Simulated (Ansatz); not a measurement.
# HfSn2Se6: stable or not

The structure comes from a generated guess, relaxed at this level; another structure or a mixture of phases may lie lower.

These are results of DFT PBE, scalar-relativistic, plane waves, PAW in Ansatz 0.2.0, not measurements. Settings of the last relaxation (9-atom cell): 420 eV, 6×6×6 k points, Gaussian smearing of 0.02 eV, no spin polarisation.

```xyz
9
Lattice="3.3434 1.9303 7.1846 -3.3434 1.9303 7.1846 0.0000 -3.8607 7.1846" Properties=species:S:1:pos:R:3 pbc="T T T"
Hf    0.0000    0.0000    0.0000
Sn    0.0000    0.0000    7.1859
Sn    0.0000    0.0000   14.3678
Se   -2.2396    0.0162    8.7708
Se    1.1058   -1.9477    8.7708
Se    1.1338    1.9315    8.7708
Se    2.2396   -0.0162   12.7829
Se   -1.1338   -1.9315   12.7829
Se   -1.1058    1.9477   12.7829
```

The zero of energy is the elements' standard structures at the same level; no fitted shifts are applied. The references include grey tin.

Q: These tests were run: energy against the elements; random kick, then relaxation without symmetry; elastic tensor. What do they show?

A:

| test | result |
| --- | --- |
| energy against the elements | −0.613 eV/atom |
| random kick, then relaxation without symmetry | returns |
| elastic tensor | least eigenvalue 1 GPa |

It fails none of these tests. Other phases of the system weren't compared here, so this isn't yet thermodynamic stability. Phonons away from Γ weren't computed.

Weakly bound directions are ill-defined at this level, which has no dispersion term. Spin–orbit coupling, which can matter for Hf, is left out. The reference form of Se is held partly by dispersion forces, which this level lacks. The kick test ran on a coarse mesh. The run for the elastic tensor used a 6×6×6 k mesh.
